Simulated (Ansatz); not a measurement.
Total density of states per atom from plane-wave PAW r²SCAN (Ansatz code), in 0.25 eV bins, energy from the Fermi level:

```tsv
E (eV)	states/eV/atom
-7.85	0.07
-7.60	0.21
-7.35	0.29
-7.10	0.32
-6.85	0.35
-6.60	0.35
-6.35	0.22
-6.10	0.31
-5.85	0.31
-5.60	0.38
-5.35	0.54
-5.10	0.87
-4.85	0.85
-4.60	0.73
-4.35	0.89
-4.10	1.08
-3.85	0.82
-3.60	1.02
-3.35	2.00
-3.10	1.29
-2.85	1.66
-2.60	1.24
-2.35	2.13
-2.10	2.15
-1.85	2.61
-1.60	1.80
-1.35	1.49
-1.10	1.13
-0.85	0.94
-0.60	0.61
-0.35	0.29
-0.10	0.42
0.15	0.41
0.40	0.36
0.65	0.29
0.90	0.28
1.15	0.31
1.40	0.33
1.65	0.34
1.90	0.24
2.15	0.28
2.40	0.31
2.65	0.30
2.90	0.28
3.15	0.32
3.40	0.28
3.65	0.28
3.90	0.39
4.15	0.40
4.40	0.39
4.65	0.37
```

Pick the material that matches.
A. GdSi2Ni2, I4/mmm (Gd on 2a, Si on 4e, Ni on 4d)
B. SiNi2, Pnma (Si on 4c, Ni on 4c, Ni on 4c)
C. InNi3N, anti-perovskite
D. Si, diamond

B, SiNi2, Pnma (Si on 4c, Ni on 4c, Ni on 4c). Within 0.5 eV of the Fermi level: Ni 3d 68 %, Si 3p 22 %. Projections are on Löwdin-orthogonalised atomic valence shells; empty p or d shells of many metals are not among them.

Symmetry was held in the r²SCAN relaxation. The run is not spin-polarised.

Potentials: the later of the program's two PAW sets.
